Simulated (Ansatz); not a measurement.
## A table of calculated ²⁵Mg parameters

Method: Kohn–Sham DFT in Ansatz, r2SCAN, plane waves and PAW, scalar-relativistic, 500 eV cutoff. Q = 199.4 mb (Pyykkö 2018), I = 5/2. The cells come from the COD and the Materials Project (computed, not necessarily observed phases), with the atoms as given or relaxed (PBE, cell held). Calculated pressures reach 4 GPa in size and forces 0.4 eV/Å in them. Spin–orbit coupling is left out, which moves gradients at and beside heavy atoms (Ba, La) by some per cent and at some sites by far more. At most two sites a crystal are listed; metals, magnetic cells and gradients under 0.03 × 10²¹ V/m² (0.12 where the gap is under 1 eV) that symmetry doesn't force to zero are left out, and those under about 0.1 are uncertain even in sign.

```json
{"crystal": "Ca7Mg2N6", "space group": "C2/m", "first shell of Mg": "4 N at 2.17–2.26 Å", "C_Q (MHz)": "?", "η": "?"}
{"crystal": "KMgH3N2", "space group": "Pnma", "first shell of Mg": "4 N at 2.08–2.11 Å", "C_Q (MHz)": "?", "η": "?"}
{"crystal": "La2MgSe4", "space group": "Pnma", "first shell of Mg": "4 Se at 2.55–2.62 Å", "C_Q (MHz)": "?", "η": "?"}
{"crystal": "Mg4ZrN4", "space group": "P-1", "first shell of Mg": "4 N at 2.14–2.24 Å; also 1 N at 2.68 Å", "C_Q (MHz)": "-8.49", "η": "0.55"}
{"crystal": "Mg4ZrN4", "space group": "P-1", "first shell of Mg": "4 N at 2.05–2.16 Å", "C_Q (MHz)": "-9.60", "η": "0.26"}
{"crystal": "Mg7SiN6", "space group": "Ibam", "first shell of Mg": "4 N at 2.12–2.23 Å; also 1 N at 2.76 Å", "C_Q (MHz)": "-8.42", "η": "0.76"}
{"crystal": "Mg7SiN6", "space group": "Ibam", "first shell of Mg": "4 N at 2.09–2.24 Å; also 1 N at 3.22 Å", "C_Q (MHz)": "11.7", "η": "0.24"}
{"crystal": "Ba2MgC6N6O6", "space group": "R-3", "first shell of Mg": "6 O at 2.12 Å", "C_Q (MHz)": "-2.65", "η": "0.00"}
{"crystal": "KMgF3", "space group": "Pm-3m", "first shell of Mg": "6 F at 1.99 Å", "C_Q (MHz)": "0", "η": "–"}
{"crystal": "MgH2", "space group": "P4_2/mnm", "first shell of Mg": "6 H at 1.93–1.94 Å", "C_Q (MHz)": "3.09", "η": "0.90"}
```

(1) Estimate the withheld values.

Results:

(1) Ca7Mg2N6 (4 N at 2.17–2.26 Å): C_Q = 4.58 MHz, η = 0.84; KMgH3N2 (4 N at 2.08–2.11 Å): C_Q = 6.21 MHz, η = 0.44; La2MgSe4 (4 Se at 2.55–2.62 Å): C_Q = -2.64 MHz, η = 0.65.

By the number of first neighbours, |C_Q| spans 2.6 to 12 MHz with 4, 0 to 3.1 MHz with 6.

Where η is near 1 the sign of C_Q means little.

The crystals are a selection from a larger pool of database entries, not a random sample of it.
